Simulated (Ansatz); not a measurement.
MoRu (L1₀ or tetragonal B2, space group No. 123) is relaxed with PBE (plane waves, PAW; program Ansatz). What lattice parameters of the conventional cell result?

a = 2.776 Å, c = 3.843 Å.

Space group P4/mmm (L1₀ or tetragonal B2). The start of the workflow was typed in or built on a structure type; neither database checked (COD, Materials Project) lists it. Whether it is the stable phase at ambient conditions was not checked. The cell was relaxed with PBE under the symmetry of its start; whether a distortion lowers the energy is not shown. The run is not spin-polarised. Axis ratios of metals converge slowly with the k-mesh, so a and c are less sure than the volume.

Potentials: the later of the program's two PAW sets.
